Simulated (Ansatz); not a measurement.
BAs:
```xyz
4
Lattice="3.3579 0.0000 0.0000 -1.6789 2.9080 0.0000 0.0000 0.0000 5.5552" Properties=species:S:1:pos:R:3 pbc="T T T"
B      0.0000     1.9387     2.0815
B      1.6789     0.9693     4.8591
As     0.0000     1.9387     0.0017
As     1.6789     0.9693     2.7793
```

Relaxed with HSE06. Special points in fractions of this cell's reciprocal vectors: Γ (0.000, 0.000, 0.000); M (0.500, 0.000, 0.000); K (0.333, 0.333, 0.000); A (0.000, 0.000, 0.500); L (0.500, 0.000, 0.500); H (0.333, 0.333, 0.500).

List the band energies nearest the valence-band maximum at these points for HSE06 in the plane-wave PAW code Ansatz.

In eV from the valence-band maximum; about four levels below and three above (degenerate sets whole), none deeper than 8.9 eV; points with the same levels are listed once.

```csv
k,below,above
Γ,-2.30 -2.30 -0.38 0.00 0.00,3.01 3.53 3.53
M,-6.81 -4.69 -4.33 -2.27,1.77 4.55 5.08
K,-7.77 -5.27 -5.27 -5.02,1.95 7.44 7.44
A,-1.39 -1.39 -1.39 -1.39,3.75 3.75 5.06 5.06 5.06 5.06
L,-3.71 -3.71 -3.63 -3.63,2.49 2.49 3.51 3.51
H,-6.70 -6.70 -3.10 -3.10,3.56 3.56 5.78 5.78
```

Space group P6_3mc (wurtzite). The workflow started from a Materials Project entry (that database holds measured and hypothetical structures alike); the Crystallography Open Database copy checked does not list it. It is not the phase usual at ambient conditions (space group No. 216). The HSE06 relaxation kept the symmetry of its start; its stability against distortions is not shown here. The hybrid was solved on a coarse mesh, the path and, where they were found, the r²SCAN edge points; its band edges are the extreme levels among these. Spin–orbit coupling is left out wherever it is not named.

Potentials: the earlier of the program's two PAW sets. The files were generated under PBE; for other functionals the program regenerates the frozen cores, and for LDA and PBEsol the local potential too.
